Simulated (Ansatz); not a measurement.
In (body-centred tetragonal), relaxed with PBEsol (Ansatz, a quantum-chemistry and plane-wave program, plane waves, PAW): a = 3.1945 Å, b = 3.1945 Å, c = 4.9984 Å, α = 90.00°, β = 90.00°, γ = 90.00°.

The same phase is relaxed and computed with r²SCAN+D4 in the same code. What is the cell now?

a = b = 3.206 Å, c = 5.022 Å, α = β = γ = 90.00°.

All cells were relaxed under the symmetry of their starts (and spin orders); stability against distortions was not tested throughout. Scalar-relativistic: spin–orbit coupling is off unless named, which matters more the heavier the elements.

Potentials: the later of the program's two PAW sets.

Ansatz is a plane-wave DFT program.
